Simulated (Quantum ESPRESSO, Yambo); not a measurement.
# G0W0 results for RbCdF₃

```
CELL_PARAMETERS angstrom
      4.42498     0.00000     0.00000
      0.00000     4.42498     0.00000
      0.00000     0.00000     4.42498
ATOMIC_POSITIONS crystal
  F  0.00000 0.50000 0.50000
  F  0.50000 0.00000 0.50000
  F  0.50000 0.50000 0.00000
  Rb 0.00000 0.00000 0.00000
  Cd 0.50000 0.50000 0.50000
```

The geometry is that of Materials Project entry mp-6951, symmetrised and not relaxed again.

Starting point: norm-conserving PBEsol (Quantum ESPRESSO, 102 Ry, scalar-relativistic). G0W0 in Yambo: 4×4×4 Γ-centred k mesh, bands 5 to 132 and a 7 Ry block in the screening, 132 bands in G with the Bruneval-Gonze terminator, plasmon pole fitted at 27.2 eV.

```yaml
PBEsol gap along the band path: 3.08 eV
PBEsol gap between the mesh's edge points (R → Γ): 3.08 eV
G0W0 gap between the same points: 6.21 eV
PBEsol smallest direct gap on the mesh (at Γ): 4.60 eV
G0W0 direct gap at that point: 7.93 eV
```

| k point | band | E PBEsol (eV) | E QP (eV) | shift (eV) | Z |
|---|---|---|---|---|---|
| Γ | VB | -1.52 | -3.57 | -2.05 | 0.80 |
| Γ | CB | 3.08 | 4.36 | 1.28 | 0.88 |
| X | VB | -1.42 | -3.61 | -2.19 | 0.80 |
| X | CB | 5.62 | 7.26 | 1.65 | 0.86 |
| M | VB | 0.00 | -1.85 | -1.85 | 0.82 |
| M | CB | 6.73 | 8.56 | 1.82 | 0.85 |
| R | VB | 0.00 | -1.85 | -1.85 | 0.82 |
| R | CB | 7.55 | 8.93 | 1.38 | 0.88 |

Energies count from the PBEsol valence-band maximum.

Convergence of the G0W0 settings was not tested.

Spin-orbit splittings are left out. The cell is held in this high symmetry; tilts and polar distortions were not searched.

The structure is a Materials Project entry; no match was found in the copy of COD used, and its stability was not checked.
